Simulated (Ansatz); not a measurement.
# Two-dimensional strain map in Ca

These are results of Ansatz, DFT LDA, scalar-relativistic, plane waves, PAW, not measurements. Cutoff 420 eV, Γ-centred 15×15×8 k-points, Gaussian smearing of 0.15 eV. No spin polarisation. Energies are free energies at this smearing, counted from the undisturbed cell; pressure is positive in compression.

The starting cell (as given, not relaxed at this level; it stands at -2.3 GPa; this form isn't the usual structure):

```xyz
2
Lattice="3.9800 0.0000 0.0000 -1.9900 3.4468 0.0000 0.0000 0.0000 6.5200" Properties=species:S:1:pos:R:3 pbc="T T T"
Ca    0.0000    2.2979    1.6300
Ca    1.9900    1.1489    4.8900
```

The cell is strained by p along both x and y and by q along z, fractional coordinates fixed. Points are written (p, q).

Energy above the undisturbed cell in meV/atom (a dash: not computed):

```csv
p \ q,-0.030,-0.015,0.000,0.015,0.030
-0.030,?,-38.3,-31.1,-21.9,-10.9
-0.015,-31.6,–,-17.7,–,–
0.000,-15.6,–,0.0,–,?
0.030,27.7,–,?,–,72.0
```

Task: Fill in the withheld energies.

Result: (-0.030, -0.030): -43.4; (0.000, 0.030): 22.7; (0.030, 0.000): 46.7.